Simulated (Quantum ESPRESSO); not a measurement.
## Calculated data, Ca₂MgZnO₄ (made-up cell)

Calculation on a made-up crystal cell, not a measurement: periodic Kohn-Sham density functional theory in plane waves with PseudoDojo standard norm-conserving scalar-relativistic pseudopotentials, each functional with its own files (v0.5 for PBE, v0.4.1 for LDA and PBEsol), no spin polarisation, no spin-orbit coupling, atoms not relaxed, stress positive in tension, energies less a fixed whole-eV offset for each atom's element; levels are Kohn-Sham levels at fractions of this cell's reciprocal vectors, counted from the reference band (half the neutral cell's valence electrons, rounded up) at Gamma; error bars cover cutoff and k-mesh only, not smearing or the files; each bar is the largest change over components, and at least 0.002 eV, 0.002 eV per angstrom or 0.02 GPa; added strain carries the atoms with the cell, and shear is the tensor component; energies are for the whole cell, and the offsets were chosen from early runs and are not element reference energies. Program: Quantum ESPRESSO 7.5.

## Ca₂MgZnO₄ (made-up cell)

Unstrained structure:
```
Ca2MgZnO4
1.0
      4.5448     0.0605     0.0079
      0.0605     4.5369    -0.0336
      0.0079    -0.0336     4.4662
Zn Ca Mg O
1 2 1 4
Direct
  -0.03339 -0.02208 -0.00248
  -0.02866 0.48768 0.52454
  0.47189 -0.01815 0.52722
  0.53573 0.52847 -0.00555
  0.52562 0.02687 0.00603
  0.49228 0.51535 0.50457
  0.99043 0.02030 0.51251
  1.02702 0.48802 -0.01442
```

* lattice type: rocksalt
* functional: pbe
* cutoff: 1143 eV
* fermi dirac smearing: 0.025 eV
* scf tolerance: 1e-07 eV
* electrons removed: 0
* added strain kind: biaxial xx and yy
* added strain: -0.0216
* k mesh: 4 x 4 x 4, shifted by half a step
* structure shown: before the added strain of -0.0216
* free energy less offsets: 1.784 eV
* scf iterations: 12
* smearing term minus ts: 0 eV
* pressure: 18.69 GPa
* stress xx: -20.03 GPa
* stress yy: -19.7 GPa
* stress zz: -16.35 GPa
* stress yz: -1.415 GPa
* stress xz: -0.3159 GPa
* stress xy: 2.773 GPa
* error bar energy: 0.002 eV
* error bar stress: 0.03539 GPa
* error bar force: 0.003803 eV/Å
* error bars from: tighter rerun of a related cell

Atoms:
```csv
atoms element,atom site,atom energy offset (eV)
Zn,1,-5687
Ca,2,-1055
Ca,3,-1055
Mg,4,-1617
O,5,-452
O,6,-452
O,7,-452
O,8,-452
```

Forces:
```csv
site,x (eV/Å),y (eV/Å),z (eV/Å)
1,0.8927,0.5353,0.3833
2,1.628,1.049,-2.309
3,0.4055,2.212,-1.393
4,-1.287,-1.033,0.734
5,-0.2918,-0.5897,0.7504
6,-0.2941,-1.104,0.02373
7,-0.6338,-1.889,-0.1442
8,-0.4198,0.8195,1.955
```
